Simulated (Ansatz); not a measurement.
With PBE (plane waves, PAW; program Ansatz), AlV2C in the hexagonal phase (P6_3/mmc; Al on 2d, V on 4f, C on 2a) relaxes to a = 2.907 Å, c = 13.128 Å. Al has 12 nearest neighbours from 2.74 Å (anticuboctahedral); C has 6 nearest neighbours from 2.02 Å (octahedral). Against the elements it lies at -0.53 eV/atom, with no fitted shifts.

Electronic character: metallic (no gap). The magnetic state found is non-magnetic (starting moments vanished).

The bulk modulus is 173 GPa.

Symmetry was held in the PBE relaxation. The workflow began spin-polarised and lost its moments. The references are the lowest solids computed at this level, not always the standard phases.

Potentials: the later of the program's two PAW sets.
